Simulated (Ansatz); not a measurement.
Given:

Starting cell, Ge (diamond):

```
Ge
1.0
    0.00000     2.83729     2.83729
    2.83729     0.00000     2.83729
    2.83729     2.83729     0.00000
Ge
2
Direct
  0.00000   0.00000   0.00000
  0.25000   0.25000   0.25000
```

In this cell atom 2 (Ge, nearest neighbour Ge at 2.457 Å; its periodic images, 4.0 Å or more away, move with it) is moved by s along Cartesian x, unit vector (1.000, 0.000, 0.000); all other atoms and the cell stay fixed.

Computed with r2SCAN (plane waves to 500 eV, PAW, scalar-relativistic; Ansatz, a first-principles code). k mesh 8×8×8 (Γ-centred), Fermi-Dirac smearing 0.05 eV. E stands for the smeared free energy. As the smearing reaches across the gap at some points, energies and forces of such displacements shift with the k mesh and the smearing. Ge was relaxed with its symmetry unable to fall. ΔE is measured from the undisplaced structure.

The scan covers s from -0.740 to 0.740 Å in 11 points.

### Question
Is this a single well or a double well?

### Answer
A single well with its minimum at or next to zero displacement.

### Question
Is the energy the same for equal positive and negative displacements?

### Answer
Even: the same for both signs. With its periodic images moving along, the atom's site symmetry in this cell is -43m.

### Question
What force acts on the atom along the line at s = -0.740 Å?

### Answer
4.89 eV/Å.

### Question
What is the energy change at s = 0.740 Å?

### Answer
2372 meV/cell.

### Question
What is the force constant k = d²E/ds² of this move at s = 0?

### Answer
11.5 eV/Å².

(For displaced atoms, the force is minus the slope of the energy, and its curvature is a force constant, which sets phonon frequencies.)
